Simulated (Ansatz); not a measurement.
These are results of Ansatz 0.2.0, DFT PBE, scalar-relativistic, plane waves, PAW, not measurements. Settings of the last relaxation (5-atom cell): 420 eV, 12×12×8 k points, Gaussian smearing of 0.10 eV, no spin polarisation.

Formation energies are uncorrected and refer to the elements' standard structures at the same level.

Task: Suggest a trial structure for a trigonal metal with formula Hf3B2, with a formation energy near −0.38 eV/atom and about 16 Å³ per atom, in a cell of 5 atoms. Its symmetry should be P-3m1 (No. 164).

Result: Hf3B2, space group P-3m1 (No. 164). Hf on a site of symmetry 3m is surrounded by 3 B at 2.33 Å; Hf on a site of symmetry -3m has 6 B at 2.46 Å; B has 6 Hf at 2.33–2.46 Å.

```cif
data_structure
_symmetry_space_group_name_H-M 'P-3m1'
_symmetry_Int_Tables_number 164
_cell_length_a 3.4583
_cell_length_b 3.4583
_cell_length_c 7.8772
_cell_angle_alpha 90.000
_cell_angle_beta 90.000
_cell_angle_gamma 120.000
_cell_volume 81.59
loop_
_atom_site_label
_atom_site_type_symbol
_atom_site_symmetry_multiplicity
_atom_site_Wyckoff_symbol
_atom_site_fract_x
_atom_site_fract_y
_atom_site_fract_z
_atom_site_occupancy
Hf1 Hf 2 d 0.66667 0.33333 0.33359 1
Hf2 Hf 1 a 0.00000 0.00000 0.00000 1
B1 B 2 d 0.66667 0.33333 0.81786 1
```

| Item | Value |
| --- | --- |
| Volume per atom | 16.32 Å³ |
| Density | 11.34 g/cm³ |
| Energy over the elements | −0.38 eV/atom |
| Gap on the 12×12×8 mesh of the 5-atom cell | 0 eV (a metal) |

The structure comes from a generated guess, relaxed at this level; another structure or a mixture of phases may lie lower. The answer needn't be unique; the calculation gave this one.

Spin–orbit coupling, which can matter for Hf, is left out. A structure relaxed within its symmetry needn't be a true minimum.
